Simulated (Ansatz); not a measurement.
Run on Ca (sc type): DFT, PBEsol, all-electron LAPW, scalar-relativistic (Ansatz 0.2.0).

The cell comes from a relaxation on PAW files under the same functional, begun from a prototype that needn't be the stable phase.

Command: `ansatz run input.yaml --threads 1 --pin off --max-ram 2048MiB --backend cpu --events-out ev --progress --plain --runs-dir out` It took 4.3 s on 1 thread of Arm Neoverse V1 (shared host), peak memory 0.21 GiB.

```yaml
crystal:
  lattice:
    - [3.4620931471, 0.0, 0.0]
    - [0.0, 3.4620931471, 0.0]
    - [0.0, 0.0, 3.4620931471]
  atoms:
    - { symbol: Ca, position: [0.0, 0.0, 0.0] }
kpoints:
  mp_grid: { grid: [11, 11, 11] }
  band_path:
    path:
      - [0.0, 0.0, 0.0]
      - [0.0, 0.5, 0.0]
      - [0.5, 0.5, 0.0]
      - [0.0, 0.0, 0.0]
      - [0.5, 0.5, 0.5]
      - [0.0, 0.5, 0.0]
      - [0.5, 0.5, 0.5]
      - [0.5, 0.5, 0.0]
    npoints: 14
scf:
  occupations: { method: fermi_dirac, width: 0.08 }
hamiltonian:
  xc: pbesol
  pseudopotentials: { kind: all_electron, lapw: { basis_error: 0.001 } }
output:
  forces: true
  stress: true
  eigenvalues: true
  populations: true
  dos: { projected: true, de: 0.2, e_range: [-14, 8] }
```

Output:

```
Ca: projections on atomic orbitals take those of the free atom 1s2 2s2 2p6 3s2 3p6 4s2, of charge +0.00 (hamiltonian.pseudopotentials.projection_atoms)
LAPW: plane waves up to 5.457 Å⁻¹, error target 1.0e-3 eV per atom; small_component_spin mean_spin; Ca in spheres of 1.731 Å, 10 of its electrons in bands, Dirac shells [] (how accurate: hamiltonian.pseudopotentials.lapw.basis_error, Limitations)
Engine: ansatz 0.2.0
Pseudopotentials: kind: all_electron
Pseudopotential: Ca, LAPW, valence charge 10, lapw/all_electron/scalar/gaussian/Ca, Koelling and Harmon's equation, gaussian nucleus
Functional definition: PBEsol
  exchange = pbesol_x
  correlation = pbesol_c
Crystal: 1 atoms, lattice volume = 41.497 Å³
Basis set: ecut = 113.46463034859867 eV, 123 PW (Γ), exchange–correlation at level 2
Bands: 9, of which v1, the nominal top of the filled ones, is band 5 counted from 1 (4 counted from 0)
Symmetry: 48 space group operations
Space group: Pm-3m (ITA 221), of the structure as read, at distance tolerance 3.5e-5 Å
k-points: 56 of 1331
Non-local potential: Ca, projectors of the file, none
Initial density: superposition of atomic densities (chi_scale 0.1, normalization cell)
Initial wavefunctions: plane waves of lowest kinetic energy (no species holds an atomic orbital)
Functional: x = pbesol(κ = 0.804, μ = 0.12345679012345678), c = pbesol(β = 0.046)
iter 1 solved again at ethr=2.80e-4 eV; its pass at ethr=1.00e-1 eV (dr2=2.80e-2 eV) is discarded
SCF iter   1: F=—  HF=-18490.965844 eV  |F-HF|=—  |Δ(HF+E_count)|=         —  Δρ=5.55e-3  dr2=2.80e-2  ethr=2.80e-4  ⟨swp⟩=3.1  Hψ=3937  notcnv=0
preconditioner: auto → none  [metal: Δε(μ)=0.080 eV  Ē_g=3.319 eV  σ=0.080 eV  W_gap=0.24  n_scr=6 (ndim 8)  ℏωp=8.2 eV  f_vac=0.000  D(μ)=1.04/eV (n_scr^D=6)  sad-step TF]
SCF iter   2: F=—  HF=-18490.967756 eV  |F-HF|=—  |Δ(HF+E_count)|=   1.91e-3  Δρ=4.56e-3  dr2=2.03e-2  ethr=2.80e-4  ⟨swp⟩=2.0  Hψ=1535  notcnv=0
iter 3 solved again at ethr=8.67e-7 eV; its pass at ethr=2.03e-4 eV (dr2=8.67e-5 eV) is discarded
SCF iter   3: F=—  HF=-18490.969173 eV  |F-HF|=—  |Δ(HF+E_count)|=   1.42e-3  Δρ=3.98e-4  dr2=8.61e-5  ethr=8.67e-7  ⟨swp⟩=2.1  Hψ=2569  notcnv=0
SCF iter   4: F=—  HF=-18490.968384 eV  |F-HF|=—  |Δ(HF+E_count)|=   7.89e-4  Δρ=5.71e-5  dr2=8.28e-7  ethr=8.61e-7  ⟨swp⟩=3.0  Hψ=1612  notcnv=0
SCF iter   5: F=—  HF=-18490.968388 eV  |F-HF|=—  |Δ(HF+E_count)|=   3.37e-6  Δρ=3.97e-6  dr2=5.74e-9  ethr=8.28e-9  ⟨swp⟩=2.1  Hψ=1537  notcnv=0
SCF iter   6: F=-18490.968388 eV  HF=-18490.968388 eV  |F-HF|=6.55e-11  |Δ(HF+E_count)|=   1.10e-7  Δρ=5.26e-7  dr2=1.70e-10  ethr=5.74e-11  ⟨swp⟩=3.1  Hψ=1614  notcnv=0
SCF 1 converged in 6 iterations: F = -18490.968388 eV  dr2 = 1.70e-10
NSCF: frozen V_eff on 99 k-points
SCF converged after 6 iterations
Free energy (F): -18490.968388 eV
Harris-Foulkes:  -18490.968388 eV  (|F-HF|=6.55e-11)
Internal energy: -18490.946533 eV  (E = F + TS)
E sigma→0 (E₀):  -18490.957460 eV
Entropy (-TS):   -0.021855 eV (-21.855 meV/atom)
Fermi energy:    5.171031 eV
--- Per-component energies (eV) ---
  E_band       = -172.589558
  E_kinetic    = 18632.348383
  E_xc         = -959.545180
  E_electrostatic = -36163.749735  (all electrons and nuclei)
  E_smearing   = -0.021855  (= −TS)
  E_closure    = 0.000000  (closes the sum)
  E_atoms      = -18489.244652  (free atoms, spherical and without spin; not in F)
  Σ components = -18490.968388   (vs F -18490.968388, Δ=0.00e0)
  Basis errors (estimates in eV, not in F): energy 4.3e-4 per atom: plane waves 4.1e-4 (2.3e-4 summed), levels above the bands 1.2e-18, relativity 4.4e-9, radial functions 1.8e-5, core shells 5.0e-9; eigenvalues (radial functions only) 1.3e-6; not estimated: angular momenta, meshes, grids; target (lapw.basis_error) 1.0e-3; muffin-tin radii Ca 1.731 Å
--- Forces (eV/Å), atoms counted from 1 ---
  atom   1  Ca    -0.00000000     0.00000000     0.00000000
  max |Σ_I F_I| component: 7.70e-33 eV/Å
--- Stress (GPa, compression-positive) ---
        0.025718      -0.000000       0.000000
       -0.000000       0.025718       0.000000
        0.000000       0.000000       0.025718
  P = ⅓ Tr σ = 0.0257 GPa (0.257 kbar)
--- Band table (eV; the first three rows and the last of 56) ---
  k-point 0: bands = ["-36.7838", "-17.7350", "-17.7350", "-17.7350", "1.2752", "5.9889", "5.9889", "9.4139", "9.4139"]
  k-point 1: bands = ["-36.7820", "-17.7549", "-17.7333", "-17.7333", "1.3960", "6.0259", "6.0296", "9.2756", "9.2756"]
  k-point 2: bands = ["-36.7773", "-17.8079", "-17.7288", "-17.7288", "1.7481", "6.0943", "6.1283", "8.9485", "8.9485"]
  k-point 55: bands = ["-36.7204", "-17.9154", "-17.9148", "-17.9148", "5.7731", "5.9059", "5.9059", "9.7848", "9.7848"]
--- Löwdin populations: 1 site ---
  site symbol       q [e]
     0     Ca     19.2395
  spilling = 0.038023 (of n_electrons = 20.000000)
```

populations.tsv:

```
# site	symbol	l	j	q
# orbitals = lowdin
# n_electrons = 20.000000
# spilling = 0.038023
# projection_atom_Ca: 1s2 2s2 2p6 3s2 3p6 4s2
0	Ca	0_1S	-	1.999993
0	Ca	0_2S	-	1.999624
0	Ca	0_3S	-	1.990178
0	Ca	0_4S	-	1.254055
0	Ca	1_2P	-	5.999992
0	Ca	1_3P	-	5.995699
```

Next run (volume at 0.9 of the series' base cell), as changes to the input before:

```diff
   lattice:
-    - [3.4620931471, 0.0, 0.0]
-    - [0.0, 3.4620931471, 0.0]
-    - [0.0, 0.0, 3.4620931471]
+    - [3.342614182, 0.0, 0.0]
+    - [0.0, 3.342614182, 0.0]
+    - [0.0, 0.0, 3.342614182]
   atoms:
   mp_grid: { grid: [11, 11, 11] }
-  band_path:
-    path:
-      - [0.0, 0.0, 0.0]
-      - [0.0, 0.5, 0.0]
-      - [0.5, 0.5, 0.0]
-      - [0.0, 0.0, 0.0]
-      - [0.5, 0.5, 0.5]
-      - [0.0, 0.5, 0.0]
-      - [0.5, 0.5, 0.5]
-      - [0.5, 0.5, 0.0]
-    npoints: 14
 scf:
   populations: true
-  dos: { projected: true, de: 0.2, e_range: [-14, 8] }
```

Command: `ansatz run input.yaml --threads 1 --pin off --max-ram 2048MiB --backend cpu --events-out ev --progress --plain --runs-dir out` It took 2.7 s on 1 thread of Arm Neoverse V1, on a shared host, peak memory 0.21 GiB.

Results part of the output:

```
SCF 1 converged in 6 iterations: F = -18490.950747 eV  dr2 = 1.13e-10
SCF converged after 6 iterations
Free energy (F): -18490.950747 eV
Harris-Foulkes:  -18490.950747 eV  (|F-HF|=1.46e-11)
Internal energy: -18490.930833 eV  (E = F + TS)
E sigma→0 (E₀):  -18490.940790 eV
Entropy (-TS):   -0.019914 eV (-19.914 meV/atom)
Fermi energy:    5.959783 eV
--- Per-component energies (eV) ---
  E_band       = -163.146564
  E_kinetic    = 18633.254590
  E_xc         = -960.093126
  E_electrostatic = -36164.092297  (all electrons and nuclei)
  E_smearing   = -0.019914  (= −TS)
  E_closure    = 0.000000  (closes the sum)
  E_atoms      = -18489.244652  (free atoms, spherical and without spin; not in F)
  Σ components = -18490.950747   (vs F -18490.950747, Δ=0.00e0)
  Basis errors (estimates in eV, not in F): energy 4.4e-4 per atom: plane waves 4.1e-4 (2.3e-4 summed), levels above the bands 8.4e-20, relativity 4.4e-9, radial functions 2.4e-5, core shells 1.5e-8; eigenvalues (radial functions only) 6.8e-7; not estimated: angular momenta, meshes, grids; target (lapw.basis_error) 1.0e-3; muffin-tin radii Ca 1.671 Å
--- Forces (eV/Å), atoms counted from 1 ---
  atom   1  Ca     0.00000000    -0.00000000    -0.00000000
  max |Σ_I F_I| component: 4.11e-33 eV/Å
--- Stress (GPa, compression-positive) ---
        1.433646       0.000000       0.000000
        0.000000       1.433646       0.000000
        0.000000       0.000000       1.433646
  P = ⅓ Tr σ = 1.4336 GPa (14.336 kbar)
--- Band table (eV; the first three rows and the last of 56) ---
  k-point 0: bands = ["-35.7997", "-16.7146", "-16.7146", "-16.7146", "1.9244", "6.7586", "6.7586", "10.5830", "10.5830"]
  k-point 1: bands = ["-35.7970", "-16.7426", "-16.7122", "-16.7122", "2.0565", "6.7997", "6.8130", "10.4247", "10.4247"]
  k-point 2: bands = ["-35.7898", "-16.8172", "-16.7059", "-16.7059", "2.4400", "6.9135", "6.9150", "10.0521", "10.0521"]
  k-point 55: bands = ["-35.7025", "-16.9629", "-16.9619", "-16.9619", "6.4997", "6.6415", "6.6415", "11.0602", "11.0602"]
--- Löwdin populations: 1 site ---
  site symbol       q [e]
     0     Ca     19.1986
  spilling = 0.040071 (of n_electrons = 20.000000)
```

Next run (volume at 0.8 of the series' base cell), as changes to the input before:

```diff
   lattice:
-    - [3.342614182, 0.0, 0.0]
-    - [0.0, 3.342614182, 0.0]
-    - [0.0, 0.0, 3.342614182]
+    - [3.2139225785, 0.0, 0.0]
+    - [0.0, 3.2139225785, 0.0]
+    - [0.0, 0.0, 3.2139225785]
   atoms:
```

Results part of the output:

```
SCF 1 converged in 6 iterations: F = -18490.888162 eV  dr2 = 7.24e-11
SCF converged after 6 iterations
Free energy (F): -18490.888162 eV
Harris-Foulkes:  -18490.888162 eV  (|F-HF|=5.46e-11)
Internal energy: -18490.871699 eV  (E = F + TS)
E sigma→0 (E₀):  -18490.879930 eV
Entropy (-TS):   -0.016463 eV (-16.463 meV/atom)
Fermi energy:    6.952561 eV
--- Per-component energies (eV) ---
  E_band       = -151.769699
  E_kinetic    = 18634.333311
  E_xc         = -960.751771
  E_electrostatic = -36164.453239  (all electrons and nuclei)
  E_smearing   = -0.016463  (= −TS)
  E_closure    = 0.000000  (closes the sum)
  E_atoms      = -18489.244652  (free atoms, spherical and without spin; not in F)
  Σ components = -18490.888162   (vs F -18490.888162, Δ=0.00e0)
  Basis errors (estimates in eV, not in F): energy 4.5e-4 per atom: plane waves 4.1e-4 (2.3e-4 summed), levels above the bands 8.9e-21, relativity 6.6e-9, radial functions 3.7e-5, core shells 5.0e-8; eigenvalues (radial functions only) 7.4e-7; not estimated: angular momenta, meshes, grids; target (lapw.basis_error) 1.0e-3; muffin-tin radii Ca 1.607 Å
--- Forces (eV/Å), atoms counted from 1 ---
  atom   1  Ca    -0.00000000     0.00000000     0.00000000
  max |Σ_I F_I| component: 5.55e-32 eV/Å
--- Stress (GPa, compression-positive) ---
        3.561354       0.000000       0.000000
        0.000000       3.561354       0.000000
        0.000000       0.000000       3.561354
  P = ⅓ Tr σ = 3.5614 GPa (35.614 kbar)
--- Band table (eV; the first three rows and the last of 56) ---
  k-point 0: bands = ["-34.6278", "-15.4806", "-15.4806", "-15.4806", "2.7597", "7.6911", "7.6911", "12.0075", "12.0075"]
  k-point 1: bands = ["-34.6235", "-15.5212", "-15.4772", "-15.4772", "2.9062", "7.7371", "7.7647", "11.8242", "11.8242"]
  k-point 2: bands = ["-34.6120", "-15.6287", "-15.4679", "-15.4679", "3.3285", "7.8649", "7.9192", "11.3947", "11.3947"]
  k-point 55: bands = ["-34.4740", "-15.8294", "-15.8278", "-15.8278", "7.3811", "7.5333", "7.5333", "12.6203", "12.6203"]
--- Löwdin populations: 1 site ---
  site symbol       q [e]
     0     Ca     19.1554
  spilling = 0.042229 (of n_electrons = 20.000000)
```

Next run (volume at 0.7 of the series' base cell), as changes to the input before:

```diff
   lattice:
-    - [3.2139225785, 0.0, 0.0]
-    - [0.0, 3.2139225785, 0.0]
-    - [0.0, 0.0, 3.2139225785]
+    - [3.0740063597, 0.0, 0.0]
+    - [0.0, 3.0740063597, 0.0]
+    - [0.0, 0.0, 3.0740063597]
   atoms:
```

Command: `ansatz run input.yaml --threads 1 --pin off --max-ram 2048MiB --backend cpu --events-out ev --progress --plain --runs-dir out` It took 2.9 s on 1 thread of Arm Neoverse V1, with other jobs on the host, peak memory 0.21 GiB.

Results part of the output:

```
SCF 1 converged in 6 iterations: F = -18490.755837 eV  dr2 = 4.82e-11
SCF converged after 6 iterations
Free energy (F): -18490.755837 eV
Harris-Foulkes:  -18490.755837 eV  (|F-HF|=1.56e-10)
Internal energy: -18490.744501 eV  (E = F + TS)
E sigma→0 (E₀):  -18490.750169 eV
Entropy (-TS):   -0.011335 eV (-11.335 meV/atom)
Fermi energy:    8.235495 eV
--- Per-component energies (eV) ---
  E_band       = -137.750957
  E_kinetic    = 18635.660787
  E_xc         = -961.559925
  E_electrostatic = -36164.845363  (all electrons and nuclei)
  E_smearing   = -0.011335  (= −TS)
  E_closure    = 0.000000  (closes the sum)
  E_atoms      = -18489.244652  (free atoms, spherical and without spin; not in F)
  Σ components = -18490.755837   (vs F -18490.755837, Δ=0.00e0)
  Basis errors (estimates in eV, not in F): energy 4.6e-4 per atom: plane waves 4.1e-4 (2.3e-4 summed), levels above the bands 9.7e-23, relativity 1.4e-8, radial functions 4.5e-5, core shells 1.9e-7; eigenvalues (radial functions only) 7.8e-7; not estimated: angular momenta, meshes, grids; target (lapw.basis_error) 1.0e-3; muffin-tin radii Ca 1.537 Å
--- Forces (eV/Å), atoms counted from 1 ---
  atom   1  Ca    -0.00000000     0.00000000     0.00000000
  max |Σ_I F_I| component: 6.57e-32 eV/Å
--- Stress (GPa, compression-positive) ---
        6.917300       0.000000       0.000000
        0.000000       6.917300       0.000000
        0.000000       0.000000       6.917300
  P = ⅓ Tr σ = 6.9173 GPa (69.173 kbar)
--- Band table (eV; the first three rows and the last of 56) ---
  k-point 0: bands = ["-33.2068", "-13.9509", "-13.9509", "-13.9509", "3.8687", "8.8472", "8.8472", "13.7868", "13.7868"]
  k-point 1: bands = ["-33.1997", "-14.0116", "-13.9457", "-13.9457", "4.0339", "8.8994", "8.9481", "13.5714", "13.5714"]
  k-point 2: bands = ["-33.1807", "-14.1716", "-13.9317", "-13.9317", "4.5058", "9.0445", "9.1787", "13.0690", "13.0690"]
  k-point 55: bands = ["-32.9540", "-14.4532", "-14.4506", "-14.4506", "8.4764", "8.6406", "8.6406", "14.5748", "14.5748"]
--- Löwdin populations: 1 site ---
  site symbol       q [e]
     0     Ca     19.1092
  spilling = 0.044541 (of n_electrons = 20.000000)
```

Next run (volume at 0.6 of the series' base cell), as changes to the input before:

```diff
   lattice:
-    - [3.0740063597, 0.0, 0.0]
-    - [0.0, 3.0740063597, 0.0]
-    - [0.0, 0.0, 3.0740063597]
+    - [2.9200424506, 0.0, 0.0]
+    - [0.0, 2.9200424506, 0.0]
+    - [0.0, 0.0, 2.9200424506]
   atoms:
```

Command: `ansatz run input.yaml --threads 1 --pin off --max-ram 2048MiB --backend cpu --events-out ev --progress --plain --runs-dir out` It took 3.1 s on 1 thread of Arm Neoverse V1, on a shared host, peak memory 0.21 GiB.

Results part of the output:

```
SCF 1 converged in 6 iterations: F = -18490.507272 eV  dr2 = 1.17e-10
SCF converged after 6 iterations
Free energy (F): -18490.507272 eV
Harris-Foulkes:  -18490.507272 eV  (|F-HF|=6.29e-10)
Internal energy: -18490.503771 eV  (E = F + TS)
E sigma→0 (E₀):  -18490.505522 eV
Entropy (-TS):   -0.003502 eV (-3.502 meV/atom)
Fermi energy:    9.889941 eV
--- Per-component energies (eV) ---
  E_band       = -120.045032
  E_kinetic    = 18637.581470
  E_xc         = -962.576533
  E_electrostatic = -36165.508708  (all electrons and nuclei)
  E_smearing   = -0.003502  (= −TS)
  E_closure    = 0.000000  (closes the sum)
  E_atoms      = -18489.244652  (free atoms, spherical and without spin; not in F)
  Σ components = -18490.507272   (vs F -18490.507272, Δ=0.00e0)
  Basis errors (estimates in eV, not in F): energy 4.0e-4 per atom: plane waves 3.8e-4 (2.1e-4 summed), levels above the bands 1.4e-25, relativity 6.7e-9, radial functions 1.8e-5, core shells 7.8e-7; eigenvalues (radial functions only) 9.1e-7; not estimated: angular momenta, meshes, grids; target (lapw.basis_error) 1.0e-3; muffin-tin radii Ca 1.460 Å
--- Forces (eV/Å), atoms counted from 1 ---
  atom   1  Ca    -0.00000000    -0.00000000    -0.00000000
  max |Σ_I F_I| component: 4.11e-32 eV/Å
--- Stress (GPa, compression-positive) ---
       12.949535       0.000000       0.000000
        0.000000      12.949535       0.000000
        0.000000       0.000000      12.949535
  P = ⅓ Tr σ = 12.9495 GPa (129.495 kbar)
--- Band table (eV; the first three rows and the last of 56) ---
  k-point 0: bands = ["-31.4561", "-12.0019", "-12.0019", "-12.0019", "5.4015", "10.3158", "10.3158", "16.0734", "16.0734"]
  k-point 1: bands = ["-31.4439", "-12.0965", "-11.9938", "-11.9938", "5.5925", "10.3758", "10.4576", "15.8160", "15.8160"]
  k-point 2: bands = ["-31.4112", "-12.3437", "-11.9721", "-11.9721", "6.1292", "10.5429", "10.8037", "15.2173", "15.2173"]
  k-point 55: bands = ["-31.0211", "-12.7473", "-12.7431", "-12.7431", "9.8770", "10.0551", "10.0551", "16.9518", "17.0931"]
--- Löwdin populations: 1 site ---
  site symbol       q [e]
     0     Ca     19.0586
  spilling = 0.047070 (of n_electrons = 20.000000)
```

Next run (volume at 0.5 of the series' base cell), as changes to the input before:

```diff
   lattice:
-    - [2.9200424506, 0.0, 0.0]
-    - [0.0, 2.9200424506, 0.0]
-    - [0.0, 0.0, 2.9200424506]
+    - [2.7478651519, 0.0, 0.0]
+    - [0.0, 2.7478651519, 0.0]
+    - [0.0, 0.0, 2.7478651519]
   atoms:
```

Results part of the output:

```
SCF 1 converged in 5 iterations: F = -18490.034173 eV  dr2 = 1.83e-9
SCF converged after 5 iterations
Free energy (F): -18490.034173 eV
Harris-Foulkes:  -18490.034173 eV  (|F-HF|=2.10e-8)
Internal energy: -18490.029668 eV  (E = F + TS)
E sigma→0 (E₀):  -18490.031920 eV
Entropy (-TS):   -0.004505 eV (-4.505 meV/atom)
Fermi energy:    11.906191 eV
--- Per-component energies (eV) ---
  E_band       = -1990.872496
  E_kinetic    = 18640.580432
  E_xc         = -963.934297
  E_electrostatic = -36166.675803  (all electrons and nuclei)
  E_smearing   = -0.004505  (= −TS)
  E_closure    = 0.000000  (closes the sum)
  E_atoms      = -18489.244652  (free atoms, spherical and without spin; not in F)
  Σ components = -18490.034173   (vs F -18490.034173, Δ=0.00e0)
  Basis errors (estimates in eV, not in F): energy 3.9e-4 per atom: plane waves 3.7e-4 (2.1e-4 summed), levels above the bands 2.6e-30, relativity 1.1e-8, radial functions 2.0e-5, core shells 2.6e-7; eigenvalues (radial functions only) 1.3e-6; not estimated: angular momenta, meshes, grids; target (lapw.basis_error) 1.0e-3; muffin-tin radii Ca 1.374 Å
--- Forces (eV/Å), atoms counted from 1 ---
  atom   1  Ca    -0.00000000     0.00000000     0.00000000
  max |Σ_I F_I| component: 1.31e-31 eV/Å
--- Stress (GPa, compression-positive) ---
       24.862441       0.000000       0.000000
        0.000000      24.862441       0.000000
        0.000000       0.000000      24.862441
  P = ⅓ Tr σ = 24.8624 GPa (248.624 kbar)
--- Band table (eV; the first three rows and the last of 56) ---
  k-point 0: bands = ["-315.7125", "-315.7125", "-315.7125", "-29.2223", "-9.3884", "-9.3884", "-9.3884", "7.6438", "12.2668", "12.2668", "19.1551", "19.1551"]
  k-point 1: bands = ["-315.7125", "-315.7125", "-315.7125", "-29.2003", "-9.5435", "-9.3753", "-9.3753", "7.8717", "12.3373", "12.4740", "18.8397", "18.8397"]
  k-point 2: bands = ["-315.7125", "-315.7125", "-315.7125", "-29.1406", "-9.9442", "-9.3397", "-9.3397", "8.4939", "12.5338", "13.0065", "18.1075", "18.1075"]
  k-point 55: bands = ["-315.7125", "-315.7125", "-315.7125", "-28.4287", "-10.5380", "-10.5311", "-10.5311", "11.7500", "11.9447", "11.9447", "19.6155", "20.4967"]
--- Löwdin populations: 1 site ---
  site symbol       q [e]
     0     Ca     18.9989
  spilling = 0.050056 (of n_electrons = 20.000000)
```

The structure type is held throughout; the real material can change phase at far lower pressure.
